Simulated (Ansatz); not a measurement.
FePt:
Space group P4/mmm (No. 123); a = 2.6883 Å, b = 2.6883 Å, c = 3.7129 Å, α = 90.00°, β = 90.00°, γ = 90.00°

```json
[
 {"atom": "Fe", "site": "1a", "symmetry": "4/mmm", "x": "0.0000", "y": "0.0000", "z": "0.0000"},
 {"atom": "Pt", "site": "1d", "symmetry": "4/mmm", "x": "0.5000", "y": "0.5000", "z": "0.5000"}
]
```
The run is spin-polarised.

Relaxed at zero pressure with DFT-PBEsol in the program Ansatz with PAW potentials.

The volume is raised by 3 % and shape and atoms relax at that volume. What pressure results, and how do the axes share the change?

-6.5 GPa; a 1.0 %, b 1.0 %, c 1.0 %; the energy rises by 8 meV/atom.

Give the new structure.


Space group P4/mmm (No. 123); a = 2.714 Å, b = 2.714 Å, c = 3.752 Å, α = 90.00°, β = 90.00°, γ = 90.00°

```
atom  site  symmetry       x       y       z
----  ----  --------  ------  ------  ------
Fe      1a     4/mmm  0.0000  0.0000  0.0000
Pt      1d     4/mmm  0.5000  0.5000  0.5000
```

The phase is kept; no other phase was compared at this pressure.

The cell was relaxed with PBEsol under the symmetry of its start. Magnetic state: ferromagnetic, chosen from 5 collinear starts compared on coarse meshes (ties went to the first, and starts can fall back to one state), not a proven ground state. Textbook magnetic order: ferromagnetic. Axis ratios of metals converge slowly with the k-mesh, so a and c are less sure than the volume. Scalar-relativistic: spin–orbit coupling is off unless named, which matters more the heavier the elements.

Potentials: the earlier of the program's two PAW sets.
